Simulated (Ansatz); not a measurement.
NbZn3Ga3 in space group R-3m (No. 166; Nb on 3a, Zn on 9d, Ga on 9e), a = 5.4156 Å, b = 5.4156 Å, c = 13.8271 Å, α = 90.00°, β = 90.00°, γ = 120.00°; the cell used has 7 atoms.

Relaxed with r²SCAN.

**Question.** Which orbitals make up the states near the Fermi level in plane-wave PAW r²SCAN (Ansatz code)?

**Answer.** Within 0.5 eV of the Fermi level: Ga 4p 46 %, Nb 4d 27 %, Zn 4s 6 %, outside the projected shells 16 %. Projections are on Löwdin-orthogonalised atomic valence shells; empty p or d shells of many metals are not among them.

**Question.** Tabulate the density of states.

**Answer.** States/eV per cell of 7 atoms, in 0.25 eV bins, energy from the Fermi level.

```
E (eV)  total  Zn 3d  Ga 4p  Nb 4d
------  -----  -----  -----  -----
-7.85   39.55  38.14   0.50   0.28
-7.60   35.76  34.41   0.52   0.12
-7.35    8.71   7.55   0.47   0.11
-7.10    1.74   1.10   0.28   0.06
-6.85    1.88   0.52   0.60   0.10
-6.60    1.57   0.31   0.55   0.10
-6.35    1.43   0.23   0.52   0.10
-6.10    1.51   0.19   0.55   0.11
-5.85    1.66   0.18   0.60   0.13
-5.60    1.96   0.18   0.69   0.18
-5.35    2.40   0.20   0.75   0.27
-5.10    2.40   0.18   0.68   0.30
-4.85    2.31   0.17   0.64   0.33
-4.60    2.37   0.16   0.63   0.41
-4.35    2.00   0.11   0.55   0.39
-4.10    2.08   0.08   0.63   0.43
-3.85    1.23   0.04   0.47   0.25
-3.60    1.55   0.05   0.69   0.33
-3.35    2.82   0.09   1.11   0.74
-3.10    3.23   0.09   1.33   0.87
-2.85    2.25   0.06   1.01   0.56
-2.60    3.74   0.06   1.71   1.18
-2.35    4.38   0.06   1.86   1.70
-2.10    4.78   0.08   1.75   2.01
-1.85    5.10   0.09   1.34   2.64
-1.60    4.20   0.07   0.98   2.41
-1.35    2.83   0.04   0.53   1.79
-1.10    1.13   0.02   0.36   0.51
-0.85    1.04   0.01   0.46   0.22
-0.60    1.11   0.01   0.53   0.25
-0.35    1.20   0.01   0.59   0.28
-0.10    1.35   0.01   0.66   0.34
0.15     1.55   0.01   0.71   0.44
0.40     1.98   0.02   0.80   0.62
0.65     2.61   0.02   0.93   0.85
0.90     3.17   0.02   1.04   1.14
1.15     3.22   0.02   0.96   1.16
1.40     3.70   0.02   1.03   1.20
1.65     5.41   0.03   1.47   1.81
1.90     3.08   0.02   0.85   1.00
2.15     4.91   0.03   1.38   1.84
2.40     3.64   0.02   0.93   1.06
2.65     3.49   0.02   0.89   0.96
2.90     2.27   0.01   0.61   0.50
3.15     1.42   0.01   0.39   0.30
3.40     3.10   0.01   0.87   0.61
3.65     3.46   0.01   1.00   0.59
3.90     2.35   0.01   0.57   0.38
4.15     1.93   0.01   0.40   0.29
4.40     2.78   0.01   0.56   0.39
4.65     2.91   0.01   0.49   0.34
4.90     3.10   0.01   0.60   0.31
```

The workflow started from a Materials Project entry (that database holds measured and hypothetical structures alike); the Crystallography Open Database copy checked does not list it. Whether it is the stable phase at ambient conditions was not checked. Symmetry was held in the r²SCAN relaxation; its stability against distortions is not shown here. The run is not spin-polarised. Axis ratios of metals converge slowly with the k-mesh, so a and c are less sure than the volume. Scalar-relativistic: spin–orbit coupling is off unless named, which matters more the heavier the elements.

Potentials: the earlier of the program's two PAW sets.
